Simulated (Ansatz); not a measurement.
# NaCl, a database entry at a rescaled volume

```
Na Cl
1.0
     0.00000    2.81577    2.81577
     2.81577    0.00000    2.81577
     2.81577    2.81577    0.00000
Na Cl
1 1
Cartesian
  0.0000 0.0000 0.0000
  2.8158 2.8158 2.8158
```

Single point in Ansatz 0.2.0 with r2SCAN, no spin polarisation. Cutoff 500 eV, PAW datasets, 8×8×8 Γ-centred k mesh, fermi-dirac filling (width 0.0102 eV).

(1) Give the Bader charges.

(2) What does the stress say?

(3) What do density and ELF say about some of the short contacts?

(4) Which orbitals make up the band edges?

(5) Metal or insulator? Give the gap.

Origin: a database entry at a rescaled volume.

Answers

(1) Bader charges in e: Na +0.88, Cl -0.88. In the mean Na gives up most and Cl takes most.

(2) The pressure is -0.3 GPa (compression positive), so with the atoms held at these fractions the cell is close to zero pressure.

(3) Na–Cl at 2.82 Å: least valence density 0.08 e/Å³ and ELF 0.02 there, a closed-shell (ionic or weak) contact. These are pseudo-fields; inside the PAW spheres they differ from the all-electron ones.

(4) Within 0.7 eV of the edges, the states project mainly on Cl p (99 %) below the gap and on Na s (72 %) and Cl s (21 %) above it.

(5) The gap is 5.92 eV, direct at the points sampled.
